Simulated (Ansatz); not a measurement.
**Is this La2O structure a true minimum?**

The cell was found from a structure generator's guess, not taken from experiment.

All numbers below come from DFT PBE, scalar-relativistic, plane waves, PAW in Ansatz 0.2.0. Settings: cutoff 420 eV, Γ-centred mesh 15×15×8 on the computed 3-atom cell, Gaussian smearing of 0.10 eV; no spin polarisation.

The cell below (3 atoms, space group P-3m1 (No. 164)) is relaxed within its symmetry.

```yaml
crystal:
  lattice:
    - [3.80010, 0.00000, 0.00000]
    - [-1.90005, 3.29099, 0.00000]
    - [0.00000, 0.00000, 6.24950]
  atoms:
    - { symbol: La, position: [0.33333, 0.66667, 0.21786] }
    - { symbol: La, position: [0.66667, 0.33333, 0.78214] }
    - { symbol: O, position: [0.00000, 0.00000, 0.00000] }
```

For the test a repeat of it with 6 atoms (edges 3.80, 3.80, 12.50 Å) was strained at random (σ = 1.5 % a component), the atoms were moved at random (σ = 0.05 Å), and all was relaxed again on a coarse 6×6×2 mesh (in the run’s order of axes) with 0.20 eV smearing, with no symmetry imposed.

The cell is a metal run without spin; a magnetic state may lie lower.

**Question.** Does it come back?

**Answer.** It returns, within 1 meV/atom of the unmoved cell on that mesh and with the same symmetry when read at 0.1 Å (P-1 at 0.01 Å, so small strains and shifts remain). So it is stable against the distortions that fit this cell and that this random move excites. Modes that don't fit the cell aren't tested.
